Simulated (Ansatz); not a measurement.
# Relaxation of Hg

Level of theory: DFT r2SCAN, scalar-relativistic, plane waves, PAW (Ansatz 0.2.0). (500 eV cutoff, 16×16×8 k-mesh, Gaussian smearing of 0.10 eV, no spin polarisation)

What was changed in Au: Au → Hg on all its sites, cell and atoms relaxed.

Spin–orbit coupling is left out, which can shift energies with elements as heavy as these.

Command:

```bash
ansatz run input.yaml --threads 1 --pin off --max-ram 2560MiB --backend cpu --events-out ev --progress --plain --runs-dir out
```

Input:

```yaml
crystal:
  lattice:
    - [1.5831169012, -2.9970969254, 0.0]
    - [1.5831169012, 2.9970969254, 0.0]
    - [0.0, 0.0, 5.6472577999]
  atoms:
    - { symbol: Hg, position: [0.6404332089, 0.3595667911, 0.25] }
    - { symbol: Hg, position: [0.3595667911, 0.6404332089, 0.75] }
basis:
  ecutwfc: 500
kpoints:
  mp_grid: { grid: [16, 16, 8] }
hamiltonian:
  xc: r2scan
scf:
  occupations: { method: gaussian, width: 0.1 }
output:
  forces: true
  stress: true
  eigenvalues: true
relax:
  adjacent_minimum: "off"
  f_tol: 0.01
  max_steps: 60
  cell: { stress_tol: 0.1 }
```

F is the free energy. Steps run on the plane waves of an earlier cell, but the last one, and at times one on the way, on a freshly chosen basis, so a repeated geometry can differ a little in energy.

Steps:

| step | F − F(1) (eV) | largest force component (eV/Å) | V (Å³/atom) | P (GPa) |
| --- | --- | --- | --- | --- |
| 1 | 0.0000 | 0.015 | 26.795 | 0.37 |
| 2 | -0.0044 | 0.005 | 27.021 | 0.24 |
| 3 | -0.0107 | 0.014 | 27.587 | -0.01 |
| 4 | -0.0119 | 0.008 | 27.665 | 0.05 |
| 5 | -0.0129 | 0.003 | 28.040 | -0.03 |
| 6 | -0.0144 | 0.002 | 28.040 | -0.01 |

Relaxed structure:

```cif
data_structure
_symmetry_space_group_name_H-M 'P 1'
_symmetry_Int_Tables_number 1
_cell_length_a 3.4562
_cell_length_b 3.4562
_cell_length_c 5.4462
_cell_angle_alpha 90.000
_cell_angle_beta 90.000
_cell_angle_gamma 120.459
_cell_volume 56.08
loop_
_atom_site_label
_atom_site_type_symbol
_atom_site_fract_x
_atom_site_fract_y
_atom_site_fract_z
_atom_site_occupancy
Hg1 Hg 0.66193 0.33807 0.25000 1
Hg2 Hg 0.33807 0.66193 0.75000 1
```

Symmetry: Cmcm, No. 63, orthorhombic system. Conventional cell: a = 3.432 Å, b = 6.000 Å, c = 5.446 Å, α = 90.00°, β = 90.00°, γ = 90.00°. Hg (site symmetry m2m) is surrounded by 12 Hg at 3.35 to 3.46 Å.

The run converged. Time: 6.5 min on 1 thread of Arm Neoverse V1 (shared host), peak memory 0.82 GiB.